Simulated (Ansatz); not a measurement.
**Ge, first-principles data**

Ge:
```xyz
8
Lattice="-3.4826 3.4826 3.4826 3.4826 -3.4826 3.4826 3.4826 3.4826 -3.4826" Properties=species:S:1:pos:R:3 pbc="T T T"
Ge     1.0408     4.5235    -1.0408
Ge    -1.0408     2.4418     1.0408
Ge     2.4418     2.4418     2.4418
Ge     1.0408     1.0408     1.0408
Ge     4.5235    -1.0408     1.0408
Ge     2.4418     1.0408    -1.0408
Ge    -1.0408     1.0408     4.5235
Ge     1.0408    -1.0408     2.4418
```

Space group Ia-3 (No. 206); conventional cell a = b = c = 6.965 Å, α = β = γ = 90.00°.

Method: plane-wave PAW r²SCAN (Ansatz code). Geometry: relaxed at this level of theory. Other levels are named where they apply.

**Cell and energy**

```yaml
volume_per_atom: 21.12 Å³
density: 5.71 g/cm³
```

**Electronic structure**

```yaml
electronic_character: metallic (no gap)
Density of states at the Fermi level: 0.08 states/eV per atom (mean over ±0.08 eV)
Gap with spin–orbit coupling: none (metallic)
```

**Mechanics**

```yaml
Bulk modulus (Birch–Murnaghan fit): 66.6 GPa
Pressure derivative B′: 4.4
Elastic constants (relaxed ions, GPa): C11 = 139, C12 = 30.2, C44 = 50.0
mechanical_stability: stable (all eigenvalues of C positive)
hill_bulk_and_shear_moduli: 66.5 and 51.7 GPa
Young's modulus: 123 GPa
Poisson's ratio: 0.19
debye_temperature_from_the_elastic_constants: 358 K
```

**Phonons**

```yaml
highest_zone_centre_frequency: 249 cm^-1
zone_centre_stability: no imaginary mode at Γ
```

The first step of the workflow began from a Materials Project structure, measured or hypothetical; the Crystallography Open Database copy checked does not list it. It is not the phase usual at ambient conditions (space group No. 227). The r²SCAN relaxation kept the symmetry of its start. As this level gives no gap, shear constants depend on the k-mesh and smearing (Fermi–Dirac, 0.1 eV here). As this level gives no gap, phonon frequencies hold no LO–TO term and depend on the k-mesh and smearing (Fermi–Dirac, 0.1 eV here). Scalar-relativistic: spin–orbit coupling is off unless named, which matters more the heavier the elements.

Potentials: the earlier of the program's two PAW sets. The files were generated under PBE; for other functionals the program regenerates the frozen cores, and for LDA and PBEsol the local potential too.
